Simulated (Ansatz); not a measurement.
# Perovskite alloy of SrTiO3 and CaTiO3 (22 of 27 Sr sites exchanged), 135 atoms

Ansatz, PAW, plane waves. PBEsol relaxation of volume and atoms (shape held) at the single k point (½, ½, ½); single points on the relaxed atoms at the Γ point alone, onto which points of the small cell's zone fold. Arrangement: quasirandom. No spin–orbit coupling unless named.

Relaxed cell: a = 11.509 Å, b = 11.509 Å, c = 11.509 Å, α = 90.00°, β = 90.00°, γ = 90.00°.

Mean bond lengths: Ca–O 2.586 Å; O–Sr 2.743 Å; O–Ti 1.940 Å.

Question: What gap lies between the top filled and the lowest empty level in the single points?

Answer: HSE06 3.76 eV (61 s on NVIDIA GB200).
